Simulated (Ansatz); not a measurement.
**Surface calculation: zincblende GaP (110), 3 layers**

The slab is cut from the zincblende crystal, which needn't be the stable phase, as relaxed on PAW files (19.59 Å³/atom), with 16 Å of vacuum and a dipole correction:

```
CELL_PARAMETERS angstrom
3.81207 0.00000 0.00000
0.00000 5.39107 0.00000
0.00000 0.00000 19.81210
ATOMIC_POSITIONS crystal
Ga 0.25000 0.12500 0.40379
P 0.75000 0.87500 0.40379
Ga 0.75000 0.62500 0.50000
P 0.25000 0.37500 0.50000
Ga 0.25000 0.12500 0.59621
P 0.75000 0.87500 0.59621
```

Level of theory: DFT with LDA, scalar-relativistic, in Ansatz 0.2.0; a Γ-centred 8×6×1 k mesh, Fermi–Dirac smearing of 0.02 eV, no spin polarisation. LAPW: all electrons, basis error target 1 meV/atom; PAW: frozen-core files, cutoff 420 eV.

The bulk energy comes from a cell in the slab's orientation on a 8×6×8 mesh. The surface energy is (E(slab) − N·E(bulk))/2A at zero smearing, the mean of both faces; thin slabs carry quantum-size effects.

The PAW files were made under PBE.

Question: As cut, the LAPW slab lies 3.974 eV above 6 atoms of bulk. What surface energy is that?

Answer: Over two faces of 20.55 Å² it is 96.7 meV/Å², and times 16.02 J/m² per eV/Å² that gives γ = 1.549 J/m².

| method | γ as cut (J/m²) | γ relaxed (J/m²) |
| --- | --- | --- |
| LAPW | 1.549 | 1.055 |
| PAW | 1.551 | 1.058 |

Question: How do the spacings between the planes relax?

Answer: From the bottom face up: d12 -3.5 % of 1.906 Å, d23 -3.5 % of 1.906 Å. The outer plane rumples by 0.551 Å.

Question: Where do the band edges lie?

Answer: On the k mesh: gap 0.22 eV, valence top 5.54 eV below the vacuum level.

Question: A core hole in the 2p shell of Ga is made on one Ga atom of each kind in every 1×1 cell (PAW hole dataset, neutral cell, valence without spin). What does it cost by layer?

Answer: layer 1 1120.91 eV, layer 2 1120.89 eV. Shifts between layers mean more than the absolute values, and a whole layer of holes screens otherwise than one hole.
